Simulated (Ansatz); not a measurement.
Ansatz (a first-principles code) input:

Ansatz 0.2 input:
```yaml
crystal:
  lattice:
    - [3.95567, 0.0, 0.0]
    - [0.0, 3.95567, 0.0]
    - [0.0, 0.0, 3.95567]
  atoms:
    - { symbol: Ti, position: [0.0, 0.0, 0.0] }
    - { symbol: Al, position: [0.5, 0.5, 0.0] }
    - { symbol: Al, position: [0.0, 0.5, 0.5] }
    - { symbol: Al, position: [0.5, 0.0, 0.5] }
kpoints:
  mp_grid: { grid: [10, 10, 10] }
hamiltonian:
  xc: r2scan
  pseudopotentials: { kind: paw }
scf:
  occupations: { method: gaussian, width: 0.1 }
checkpoint: { read: metal.run }
output: { write_density: true, elf: true, volumetric_format: npy }
```

Output (shortened):

```
Pseudopotential: Ti, paw, valence charge 12
Pseudopotential: Al, paw, valence charge 3
Functional definition: r2SCAN
Crystal: 4 atoms, lattice volume = 61.896 Å³
Basis set: ecut = 500 eV, 1575 PW (Γ), exchange–correlation on 120×120×120 points (64 copies of the dense FFT grid, shifted against one another)
Bands: 19, of which v1, the nominal top of the filled ones, is band 11 counted from 1 (10 counted from 0)
Symmetry: 48 space group operations
Space group: Pm-3m (ITA 221), of the structure as read, at distance tolerance 4.0e-5 Å
k-points: 56 of 1000
Stability of the state it starts from, as read at its close in the unpolarized treatment …
iter 1 solved again at ethr=3.63e-7 eV; its pass at ethr=3.10e-3 eV (dr2=7.63e-5 eV) is discarded
SCF iter   1: F=—  HF=-4127.259059 eV  |F-HF|=—  |Δ(HF+E_count)|=         —  Δρ=2.39e-7  dr2=2.44e-11  dr2_τ=1.10e-12  ethr=3.63e-7  ⟨swp⟩=2.0  Hψ=8233  notcnv=0
preconditioner: auto → Kerker (q_TF=auto, 2.279 Å⁻¹)
SCF iter   2: F=-4127.259059 eV  HF=-4127.259059 eV  |F-HF|=0.00e0  |Δ(HF+E_count)|=   2.98e-9  Δρ=1.85e-7  dr2=1.69e-11  dr2_τ=1.48e-12  ethr=1.00e-12  ⟨swp⟩=5.1  Hψ=3877  notcnv=0
SCF 1 converged in 2 iterations: F = -4127.259059 eV  dr2 = 1.69e-11
SCF converged after 2 iterations
Free energy (F): -4127.259059 eV
Harris-Foulkes:  -4127.259059 eV  (|F-HF|=0.00e0)
Internal energy: -4127.249346 eV  (E = F + TS)
E sigma→0 (E₀):  -4127.254203 eV
Entropy (-TS):   -0.009713 eV (-2.428 meV/atom)
Fermi energy:    10.551573 eV
--- Per-component energies (eV) ---
  E_band       = -161.832075
  E_kinetic    = 346.662920
  E_local      = -1180.905565  (includes V_loc(G=0)·N_el)
  E_nonlocal   = 38.066799
  E_hartree    = 521.391006
  E_xc         = -205.081152
  E_vxc        = -228.846289  (∫ρ·V_xc dr)
  E_paw        = -2477.593112  (= ΣΔE_a)
  E_vpaw       = -192.373691  (= ΣTr[D̂ρ^β])
  E_aug_tail   = 0.000091  (compensation charges beyond the density's cutoff)
  E_vtau       = 12.781781  (kinetic-family band-sum trace: ∫τ·v_τ [+ j·A + Jᵃ·Aᵃ] dr)
  E_ewald      = -1169.356552
  E_core_change = -0.433781  (= ΣΔE_core)
  E_smearing   = -0.009713  (= −TS)
  E_closure    =  0.000000  (closes the sum)
  Σ components = -4127.259059   (vs F -4127.259059, Δ=0.00e0)
  [band-id]    e_kinetic+e_local+e_nonlocal+2·e_hartree+e_vxc+e_vpaw+e_augmentation_tail+e_vtau = -161.831941   (vs E_band -161.832075, Δ=1.34e-4)
--- Band table (eV; the first three rows and the last of 56) ---
  k-point 0: bands = ["-48.8305", "-24.0821", "-24.0821", "-24.0821", "-0.9734", "7.3222", "7.3222", "8.1345", "8.1345", "8.1345", "10.6637", "10.6637", "10.6637", "11.1859", "15.0672", "15.0672", "16.5747", "16.5747", "16.5747"]
  k-point 1: bands = ["-48.8304", "-24.0842", "-24.0820", "-24.0820", "-0.8705", "6.4600", "7.3888", "8.1325", "8.1325", "8.6479", "10.6838", "10.6838", "10.6878", "11.6360", "14.7291", "15.1962", "16.4061", "16.4061", "16.6041"]
  k-point 2: bands = ["-48.8302", "-24.0897", "-24.0816", "-24.0816", "-0.5645", "5.1632", "7.5776", "8.1235", "8.1235", "9.2463", "10.7522", "10.7601", "10.7601", "12.4446", "13.9639", "15.6936", "15.6936", "15.7159", "16.6447"]
  k-point 55: bands = ["-48.8280", "-24.0985", "-24.0985", "-24.0985", "5.1088", "5.1274", "5.1274", "5.1274", "6.6522", "6.6522", "6.6522", "10.7533", "11.9931", "11.9931", "13.4864", "13.4864", "13.4864", "22.6754", "22.6754"]
```

Cost: roughly 4 core-seconds on shared cores.

The first step of the workflow began from a Materials Project structure, measured or hypothetical; the Crystallography Open Database copy checked does not list it. With Ti and Al taken as one species the cell has the higher symmetry Fm-3m, so it may be an ordered model of a mixed-site phase. Its standing as an ambient phase is unchecked. Symmetry was held in the r²SCAN relaxation; its stability against distortions is not shown here. The run is not spin-polarised.

Potentials: the later of the program's two PAW sets.

Ansatz is a plane-wave DFT program.
